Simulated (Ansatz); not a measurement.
One crystal and one scan (scan of one atom of the cell) at two levels, PBE (plane waves to 420 eV, PAW, scalar-relativistic; Ansatz, a first-principles code) and r2SCAN (plane waves to 500 eV, PAW, scalar-relativistic; Ansatz), each from its own relaxed cell and on its own mesh.

The crystal is TiO2 (anatase); one Ti atom of a 6-atom cell moves by s along Cartesian [111], with its periodic images.

E stands for the smeared free energy. The PAW data are Ansatz's earlier set. TiO2 is run without spin polarisation. TiO2 was relaxed with its symmetry unable to fall. (PBE) Left out: 4 of 11 points, with atoms too close for the PAW data. (r2SCAN) Left out: 4 of 11 points, with atoms too close for the PAW data. Both scans cover s from -0.348 to 0.348 Å.

| quantity | run 1 | run 2 |
|---|---|---|
| Lattice constant a (Å) | 3.778 | 3.798 |
| Lattice constant c (Å) | 9.589 | 9.704 |
| Relaxed volume (Å³/atom) | 11.41 | 11.67 |
| Energy at s = 0.348 Å (meV/cell) | 693 | 592 |
| Force along the line at s = -0.348 Å (eV/Å) | 4.817 | 4.218 |
| Force constant k = d²E/ds² at s = 0 (finite differences) (eV/Å²) | 8.46 | 6.87 |

Question: Which run is which level?

Answer: Run 2 is PBE, run 1 is r2SCAN. PBE gives the higher value for: lattice constant a; lattice constant c; relaxed volume. PBE gives the lower value for: energy at s = 0.348 Å; force along the line at s = -0.348 Å; force constant k = d²E/ds² at s = 0. Both give the same symmetry of the curve: even: the same for both signs. Neither level is exact: the differences show how much the result hangs on the functional.

(A displaced cell: forces are minus the slopes of the energy, force constants its curvatures, and phonons follow from these.)
